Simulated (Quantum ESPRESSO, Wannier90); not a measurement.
Tight-binding from DFT: Rb2Te (anti-fluorite)

```
begin unit_cell_cart
ang
    0.0000000000    4.2811050000    4.2811050000
    4.2811050000    0.0000000000    4.2811050000
    4.2811050000    4.2811050000    0.0000000000
end unit_cell_cart
begin atoms_frac
Rb   0.2500000000  0.2500000000  0.2500000000
Rb  -0.2500000000 -0.2500000000 -0.2500000000
Te   0.0000000000  0.0000000000  0.0000000000
end atoms_frac
```

Cell from Materials Project (mp-441), symmetrised, no further relaxation. Not found in the COD (Crystallography Open Database) copy used; not checked further. Method: PBEsol plane waves in Quantum ESPRESSO 7.5 (PseudoDojo norm-conserving files, 66 Ry, no spin polarisation, no spin-orbit coupling), Bloch states on a 6×6×6 mesh through Γ, Wannier90 4.0.1. Density: 6×6×6 mesh, cold smearing 0.01 Ry. Spin-orbit coupling is left out although heavy elements are present.

Bands 14-17 form an isolated set from -8.57 to 0.00 eV relative to the valence-band maximum (on the path) and are turned into 4 Wannier functions by minimising the spread from the start: sp3 on Te.

Task: Where do the functions sit, how wide are they and what are they made of?

Result: 
```tsv
functions	spread (Å²)	nearest atom, distance (Å)	second atom, distance (Å)	weight on atomic waves
4	2.80	Te 0.63	Rb 3.08	Te 5p 66 %, Te 5s 22 %, Rb 5s 8 %
```

Ω_I = 9.61 Å², Ω_total = 11.19 Å²; the interpolated bands follow pw.x to 0.4 meV rms on the path. It is the lowest total spread that any start reached here.
